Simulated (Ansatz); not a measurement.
Method: DFT PBE, scalar-relativistic, plane waves, PAW, and for the lanthanide a 4f-in-core norm-conserving potential, in Ansatz 0.2.0. All cells share a 690 eV cutoff and Γ-centred k meshes spaced at most about 0.3 Å⁻¹ (about 0.25 or finer for metals, 2π included). No spin polarisation in the final relaxations.

Temperature and zero-point effects are left out.

Two relaxed structures of SmIn₂As₃:

A.

```xyz
6
Lattice="5.9333 0.0000 0.0000 -2.9666 5.1384 0.0000 0.0000 0.0000 5.4893" Properties=species:S:1:pos:R:3 pbc="T T T"
Sm    0.0000    0.0000    0.0000
In    0.0000    3.4256    2.7447
In    2.9666    1.7128    2.7447
As    2.9666    0.0000    0.0000
As   -1.4833    2.5692    0.0000
As    1.4833    2.5692    0.0000
```

B.

```xyz
6
Lattice="4.1508 0.0000 0.0000 -2.0754 3.5947 0.0000 0.0000 0.0000 9.9403" Properties=species:S:1:pos:R:3 pbc="T T T"
Sm    0.0000    0.0000    0.0000
In    0.0000    2.3965    6.6189
In    2.0754    1.1982    3.3214
As    0.0000    2.3965    1.7370
As    2.0754    1.1982    8.2033
As    0.0000    0.0000    4.9702
```

Problem. Which form is favoured at zero pressure, and by what margin per atom?

Solution. B is lower, by 0.30 eV/atom. A has space group P6/mmm (No. 191), 27.9 Å³/atom and no gap on its mesh; B has Sm and In ordered on rock salt sites, space group P-3m1 (No. 164), 24.7 Å³/atom and no gap. Counting As atoms around In and Sm (those within 1.25 times the shortest such distance or 1.15 times the sum of covalent radii, 1.27 where that leaves under three; the shortest distance is added where it exceeds 1.18 times the sum of covalent radii), A has Sm 6, In 6 from 3.2 Å and B has Sm 6, In 6. The denser one is the lower, and pressure would at first widen the difference. In A, Sm is surrounded by 6 As at 2.97 Å; In has 6 As at 3.24 Å and 3 In at 3.43 Å; As has 2 Sm at 2.97 Å, 4 As at 2.97 Å and 4 In at 3.24 Å. In B, Sm is surrounded by 6 As at 2.96 Å; In has 6 As at 2.87–2.91 Å; As on a site of symmetry 3m is surrounded by 3 In at 2.87 Å and 3 Sm at 2.96 Å; 1 more site not described. Both come from invented guesses.

Cells relaxed within their symmetry can be saddle points.

The lanthanide is trivalent by construction, without f bands, f moments or other valences.
